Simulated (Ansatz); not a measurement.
**Ba3Al3N5: N-14 nuclear quadrupole resonance**

Cell: a Materials Project structure (computed, not necessarily an observed phase), taken as it stands.

Space group P-1 (No. 2); a = 5.9497, b = 7.6352, c = 8.8767 Å, α = 108.79°, β = 100.95°, γ = 96.57°.

```csv
site,Wyckoff,site symmetry,x,y,z
Ba1,2i,1,0.8108,0.4271,0.6099
Ba3,2i,1,0.6661,0.8570,0.8802
Ba5,2i,1,0.6611,0.6608,0.2159
Al7,2i,1,0.9162,0.3198,0.9772
Al9,2i,1,0.6980,0.9702,0.5798
Al11,2i,1,0.0989,0.8920,0.7076
N13,2i,1,0.9359,0.1114,0.7808
N15,2i,1,0.8213,0.7444,0.5444
N17,2i,1,0.7811,0.5160,0.9219
N19,2i,1,0.3694,0.9520,0.6100
N21,2i,1,0.1869,0.7821,0.8699
```

One atom of each set is listed.

Level of theory: DFT, PBE, plane waves and PAW, with spin–orbit coupling, 420 eV cutoff, Γ-centred 5×4×4 k-points, Fermi–Dirac smearing 0.02 eV (Ansatz 0.2.0).

N-14: I = 1, Q = 20.44 mb (year-2017 value). Static lattice, zero field.

Question: At which frequencies do the N-14 NQR lines lie?

Answer: For I = 1 the lines are ν± = (3/4)|C_Q|(1 ± η/3) and ν₀ = |C_Q|η/2.

| site | atoms | V_zz (10²¹ V/m²) | C_Q (MHz) | η | line frequencies (MHz) |
| --- | --- | --- | --- | --- | --- |
| N13 | 2 | -2.41 | -1.19 | 0.63 | 0.377, 0.705, 1.08 |
| N15 | 2 | 2.04 | 1.01 | 0.34 | 0.174, 0.670, 0.844 |
| N17 | 2 | 1.97 | 0.973 | 0.34 | 0.164, 0.647, 0.811 |
| N19 | 2 | 1.80 | 0.888 | 0.93 | 0.414, 0.459, 0.873 |
| N21 | 2 | -1.58 | -0.783 | 0.40 | 0.158, 0.508, 0.666 |

Hardware: 2 threads of Arm Neoverse V1 (aarch64; 28 cores open to the job, memory cap 5.0 GiB, no GPU), a shared host with a load of 0.8 a core. Wall time 18 min, CPU time 35 min, peak memory 4 GiB.
